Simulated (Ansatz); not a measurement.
# Mn₂ZnAs₂, a database entry at a rescaled volume

```xyz
5
Lattice="4.1235 0.0000 0.0000 -2.0617 3.5710 0.0000 0.0000 0.0000 6.6112" Properties=species:S:1:pos:R:3 pbc="T T T"
Mn   -0.0002    2.3808    2.4424
Mn    2.0619    1.1902    4.1688
As   -0.0002    2.3808    5.0769
As    2.0619    1.1902    1.5343
Zn    0.0000    0.0000    0.0000
```

Level: PBE, no spin polarisation; 420 eV; 9×9×5 Γ-centred mesh; fermi-dirac occupations (width 0.1 eV); Ansatz 0.2.0, fixed geometry.

**Stress.** The pressure is -16.3 GPa (compression positive), so with the atoms held at these fractions the cell would first shrink; the forces are large, so a full relaxation may end otherwise. The principal stresses -18.2, -15.4, -15.4 GPa differ, so its shape would change too.
**Forces.** The largest is on As3 (and as large on other atoms): 1.96 eV/Å, components (0.00, 0.00, -1.96). It makes 69° with the line to a nearest neighbour, Mn2 at 2.55 Å.
**Electronic structure.** It is a metal, with about 10 states/eV a cell as the mean within 0.25 eV of the Fermi level, mostly Mn d (91 %).
**Charges.** Bader charges in e: Mn +0.49, Zn +0.53, As -0.75. In the mean Zn gives up most and As takes most.

Origin: a database entry at a rescaled volume. Caveats: no spin polarisation, so a magnetic state may lie lower; atoms or cell far from equilibrium.
